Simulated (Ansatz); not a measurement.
This cell of AlNi (CsCl type) is off equilibrium:

```yaml
crystal:
  lattice:
    - [2.89304, 0.00000, 0.00000]
    - [0.00000, 2.89304, 0.00000]
    - [0.00000, 0.00000, 2.89304]
  atoms:
    - { symbol: Al, position: [0.00000, 0.00000, 0.00000] }
    - { symbol: Ni, position: [0.53096, 0.53096, 0.36865] }
```

The numbers are results of PBE (plane waves to 420 eV, PAW, scalar-relativistic; Ansatz, a quantum-chemistry and plane-wave program), not measurements. k mesh 13×13×13 (Γ-centred), Fermi-Dirac smearing 0.05 eV. Energies are smeared free energies. Stress and pressure are positive under compression. With partly filled bands, energies and forces of such displacements shift with the k mesh and the smearing. AlNi is run without spin polarisation. AlNi was relaxed with its symmetry unable to fall.

Problem. What forces act on the atoms (eV/Å, Cartesian)?

Solution. 
```
atom      Fx      Fy      Fz
----  ------  ------  ------
Al1    0.776   0.776  -2.264
Ni2   -0.776  -0.776   2.264
```

Problem. What is the stress tensor (GPa)?

Solution. 
```
   12.4      1.6     -4.5
    1.6     12.4     -4.5
   -4.5     -4.5      5.3
```
The pressure, a third of the trace, is 10.0 GPa.

Problem. In it atom 2 sits (0.090, 0.090, -0.380) Å away from its relaxed site. What is its energy relative to the relaxed cell?

Solution. 478 meV/cell.

(For displaced atoms, the force is minus the slope of the energy, and its curvature is a force constant, which sets phonon frequencies.)
